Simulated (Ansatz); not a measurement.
MoS₂:
```xyz
3
Lattice="0.0000 2.9360 2.9360 2.9360 0.0000 2.9360 2.9360 2.9360 0.0000" Properties=species:S:1:pos:R:3 pbc="T T T"
Mo     0.0000     0.0000     0.0000
S      1.4680     1.4680     1.4680
S      4.4040     4.4040     4.4040
```

Relaxed with PBE. Special points in fractions of this cell's reciprocal vectors: Γ (0.000, 0.000, 0.000); X (0.500, 0.000, 0.500); U (0.625, 0.250, 0.625); K (0.375, 0.375, 0.750); L (0.500, 0.500, 0.500); W (0.500, 0.250, 0.750).

List the band energies nearest the Fermi level at these points for DFT-PBE in the program Ansatz with PAW potentials.

In eV from the Fermi level; about four levels below and three above (degenerate sets whole), none deeper than 8.9 eV; points with the same levels are listed once.

| k | below | above |
|---|---|---|
| Γ | -0.97 -0.97 -0.54 -0.54 -0.54 | 4.18 4.18 4.18 |
| X | -5.07 -5.07 -2.51 -2.51 -0.67 | 0.07 0.91 1.69 |
| U | -4.82 -3.22 -2.30 -0.15 | 0.16 0.22 1.82 |
| L | -2.96 -2.96 -0.48 -0.48 | 1.57 3.92 3.92 |
| W | -3.75 -3.75 -2.44 -0.11 | 0.43 0.55 1.97 1.97 |

Space group Fm-3m (fluorite). The cell is a constructed one: a structure type filled with these elements; neither database checked (COD, Materials Project) lists it. It is not the phase usual at ambient conditions (space group No. 160, 194). The PBE relaxation kept the symmetry of its start; whether a distortion lowers the energy is not shown. The run is not spin-polarised. Spin–orbit coupling is left out wherever it is not named.

Potentials: the earlier of the program's two PAW sets.
